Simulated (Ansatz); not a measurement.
**Thickness series of a surface: diamond Ge (100)**

All-electron LAPW in Ansatz 0.2.0 under PBE, scalar-relativistic, energies extrapolated to zero smearing, no spin–orbit coupling, no spin polarisation. The 1×1 slabs (area 16.59 Å²) are cut from the bulk relaxed on PAW files, and their atoms are relaxed; γ counts from the bulk energy, Δd12 is the change of the outer spacing. No reconstruction is allowed, and meshes differ a little between slabs.

```json
{"planes": "4", "γ (J/m²)": "?", "Φ (eV)": "4.89", "Δd12 (%)": "-1.9"}
{"planes": "6", "γ (J/m²)": "1.364", "Φ (eV)": "4.88", "Δd12 (%)": "?"}
{"planes": "8", "γ (J/m²)": "1.380", "Φ (eV)": "5.01", "Δd12 (%)": "3.5"}
```

Task: What belongs in the row "6", column "Δd12 (%)"?

Result: -0.8.

Task: What belongs in the row "4", column "γ (J/m²)"?

Result: 1.270.

Task: How far have the values settled with thickness?

Result: Between 6 and 8 planes γ moves by +1.2 % and Φ by +0.13 eV. Thin films carry quantum-size oscillations, so two neighbours that agree don't prove convergence.
